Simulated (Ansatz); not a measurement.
**SrFe₂As₂ (I4/mmm): electronic heat capacity from the density of states**

Computed with Ansatz 0.2.0, DFT r2SCAN, scalar-relativistic, plane waves, PAW.

Settings: cutoff 500 eV, Γ-centred mesh 10×10×10 on the computed 5-atom cell, Gaussian smearing of 0.10 eV; collinear spin from starting moments 0 3.28 3.28 0 0 μB.

Relaxed cell: I4/mmm, a = 3.887 Å, b = 3.887 Å, c = 12.957 Å, α = 90.00°, β = 90.00°, γ = 90.00°, 5 atoms in the primitive cell. Whether it is the stable form of this composition wasn't checked.

The density of states at the Fermi level is 2.455 states/eV in the cell of 5 atoms (1 formula unit; both spins, tetrahedra on a 15×15×15 mesh). The run ends with a moment of 6.14 μB a cell (largest on a site 2.98 μB), and the figure is for this state; a paramagnetic sample can have a quite different one. Another magnetic order, if the compound takes it, can change N(E_F) and the shape of the cell a good deal, and may open a gap, where γ is close to zero.

What Sommerfeld coefficient does this give?

Per formula unit N(E_F) = 2.455 states/eV. γ = (π²/3) k_B² N(E_F) N_A = 2.357 mJ/(mol K²) per state/eV, so γ = 5.8 mJ/(mol K²), a mole of formula units. This is the bare band result: a measured γ of the same phase and magnetic order is as a rule larger by a factor 1 + λ from phonons and spin fluctuations. N(E_F) at one energy is sensitive to the mesh where the density of states has sharp peaks.

The state reached may not be the lowest one. Only parallel moments were tried here.

Only this magnetic start was tried.

Cost: 1 run of about 3.2 core-minutes, on Intel Xeon 6975P-C (Granite Rapids) (shared hosts).